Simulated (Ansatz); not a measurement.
A relaxed structure of SiO2. Space group P4₂/mnm (No. 136), rutile type. All values below come from PBEsol (plane waves to 420 eV, PAW, scalar-relativistic; Ansatz, a first-principles code).

```cif
data_O4Si2
_chemical_formula_sum 'O4 Si2'
_space_group_name_H-M_alt 'P42/mnm'
_space_group_IT_number 136
_space_group_name_Hall '-P 4n 2n'
_cell_length_a 4.19448
_cell_length_b 4.19448
_cell_length_c 2.67823
_cell_angle_alpha 90.000
_cell_angle_beta 90.000
_cell_angle_gamma 90.000
loop_
_atom_site_label
_atom_site_type_symbol
_atom_site_symmetry_multiplicity
_atom_site_Wyckoff_symbol
_atom_site_fract_x
_atom_site_fract_y
_atom_site_fract_z
_atom_site_occupancy
O1 O 4 g 0.30605 0.30605 0.50000 1
Si1 Si 2 b 0.00000 0.00000 0.50000 1
```

| Item | Result |
|---|---|
| Volume per atom | 7.85 Å³ |
| Band gap | 5.36 eV, direct at Γ (no spin-orbit coupling) |
| Shortest distances | O–Si 1.77 Å; O–O 2.30 Å; Si–Si 2.68 Å |
| k-mesh | 8×8×12 |

Band energies at high-symmetry points (eV from the VBM; labels of this space group; no spin-orbit coupling), from −5 eV up to 10.4 eV:

```csv
point,energies
Γ,-3.12 -3.12 -2.52 -0.88 -0.88 0.00 5.36 6.50 8.26 8.26
X,-4.56 -4.56 -4.48 -4.48 -3.88 -3.88 -2.68 -2.68 -1.07 -1.07 7.51 7.51 8.84 8.84
M,-4.04 -4.04 -3.25 -3.25 -2.68 -2.68 -2.27 -2.27 7.20 7.20 9.82 9.82
Z,-4.61 -4.61 -3.08 -3.08 -2.67 -2.67 8.88 8.88
R,-3.98 -3.98 -2.27 -2.27 -1.76 -1.76 8.59 8.59 9.62 9.62
A,-4.53 -4.53 -4.47 -4.47 -1.76 -1.76 -1.55 -1.55 6.98 6.98
```

No spin polarisation in the result.

Measured for SiO2: a 4.179 Å (room temperature; as listed in Zenji Hiroi, Progress in Solid State Chemistry (2015)); c 2.6649 Å (room temperature; as listed in Zenji Hiroi, Progress in Solid State Chemistry (2015)). Computed minus measured — a: PBEsol +0.4 %; c: PBEsol +0.5 %. The computed values are for a static lattice.

The run could not lose the symmetry of its start.

It was reached from a disturbed copy of a P4/nmm (No. 129) cell, against which it lies -0.950 eV/atom.
